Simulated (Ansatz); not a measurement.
Computed properties of Se

Se:
```xyz
4
Lattice="4.9205 0.0000 0.0000 0.0000 7.6248 0.0000 0.0000 0.0000 2.6865" Properties=species:S:1:pos:R:3 pbc="T T T"
Se     3.3363     3.0353     0.6710
Se     1.5841     4.5895     0.6710
Se     0.8761     0.7771     2.0155
Se     4.0444     6.8477     2.0155
```

Space group Pnnm (No. 58); conventional cell a = 4.9205 Å, b = 7.6248 Å, c = 2.6865 Å, α = β = γ = 90.00°.

Method: the program Ansatz at the r²SCAN+D4 level (PAW). The cell and atoms are relaxed at this level. Other levels are named where they apply.

Cell and energy:

```
Item                  Value
---------------  ----------
Volume per atom    25.20 Å³
Density          5.20 g/cm³
```

Electronic structure:

```
Property                                                                     Value
------------------------------------  --------------------------------------------
Electronic character                                             metallic (no gap)
Density of states at the Fermi level  0.48 states/eV per atom (mean over ±0.08 eV)
```

Phonons:

```
Item                                            Value
-----------------------------  ----------------------
Highest zone-centre frequency               286 cm^-1
Zone-centre stability          no imaginary mode at Γ
```

The workflow started from a Materials Project entry (that database holds measured and hypothetical structures alike); the Crystallography Open Database copy checked does not list it. It is not the phase usual at ambient conditions (space group No. 152). The r²SCAN+D4 relaxation kept the symmetry of its start. As this level gives no gap, phonon frequencies hold no LO–TO term and depend on the k-mesh and smearing (Fermi–Dirac, 0.1 eV here). Point labels and valley counts follow the cell and symmetry of the run, lower than the named group. Spin–orbit coupling is left out wherever it is not named.

Potentials: the later of the program's two PAW sets.
